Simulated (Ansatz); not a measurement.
**Notes on La3GaB3**

```xyz
7
Lattice="5.1815 0.0000 0.0000 0.0000 5.1815 0.0000 0.0000 0.0000 5.1815" Properties=species:S:1:pos:R:3 pbc="T T T"
La    2.5908    2.5908    0.0000
La    0.0000    2.5908    2.5908
La    2.5908    0.0000    2.5908
B     2.5908    0.0000    0.0000
B     0.0000    2.5908    0.0000
B     0.0000    0.0000    2.5908
Ga    2.5908    2.5908    2.5908
```

Level: r2SCAN, no spin polarisation; 500 eV; 7×7×7 Γ-centred mesh; fermi-dirac occupations (width 0.1 eV); Ansatz 0.2.0, fixed geometry.

**Question.** Is the cell too large or too small?

**Answer.** The pressure is 26.1 GPa (compression positive), so with the atoms held at these fractions the cell would first expand.

**Question.** Is it stable against the elements?

**Answer.** 1.71 eV an atom against the elements' usual phases (free molecules for gases, crystals otherwise, with no correction for O₂ or N₂), so at this geometry it isn't bound against them. Relaxing would lower it.

**Question.** What happens at the Fermi level?

**Answer.** It is a metal, with about 6.7 states/eV a cell as the mean within 0.25 eV of the Fermi level, mostly La d (45 %) and B p (32 %).

**Question.** Describe some of the short contacts.

**Answer.** La–B at 2.59 Å: least valence density 0.37 e/Å³ and ELF 0.40 there. La–Ga at 2.59 Å: least valence density 0.43 e/Å³ and ELF 0.34 there. Both are smooth PAW fields, read partly inside the augmentation spheres.

Origin: a known structure type with other elements, at an estimated volume, so it need not be a known compound. Caveats: many states at the Fermi level without spin polarisation, so a magnetic state may lie lower; atoms or cell far from equilibrium; f levels without a U or exact exchange are poorly placed.
